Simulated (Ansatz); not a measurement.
Consider the following.

Relaxed Mo (bcc, W type):

```
CELL_PARAMETERS angstrom
     -3.15061     3.15061     3.15061
      1.57530    -1.57530     1.57530
      1.57530     1.57530    -1.57530
ATOMIC_POSITIONS crystal
  Mo 0.00000 0.00000 0.00000
  Mo 0.50000 0.00000 0.00000
```

In this cell atom 2 (Mo, nearest neighbour Mo at 2.729 Å; its periodic images, 2.7 Å or more away, move with it) is moved by s along Cartesian [110], unit vector (0.707, 0.707, 0.000); all other atoms and the cell stay fixed.

Level of theory: r2SCAN (plane waves to 500 eV, PAW, scalar-relativistic; Ansatz, a first-principles code). k mesh 17×17×17 (Γ-centred), Fermi-Dirac smearing 0.05 eV. The energy includes the smearing's −TS. Left out: 2 of 11 points, with atoms too close for the PAW data. With partly filled bands, energies and forces of such displacements shift with the k mesh and the smearing. On this mesh the relaxed cell isn't quite at rest: it carries a pressure of 0.1 GPa (compression positive) at the zero of the scan. Mo is run without spin polarisation. Mo was relaxed with its symmetry unable to fall. The zero of ΔE is the undisplaced structure.

The scan covers s from -0.440 to 0.440 Å in 9 points.

Question: Is this a single well or a double well?

Answer: A single well with its minimum at or next to zero displacement.

Question: Is the energy the same for equal positive and negative displacements?

Answer: Even: the same for both signs. With its periodic images moving along, the atom's site symmetry in this cell is mmm.

Question: What is the force constant k = d²E/ds² of this move at s = 0?

Answer: 6.89 eV/Å².

(A displaced cell: forces are minus the slopes of the energy, force constants its curvatures, and phonons follow from these.)
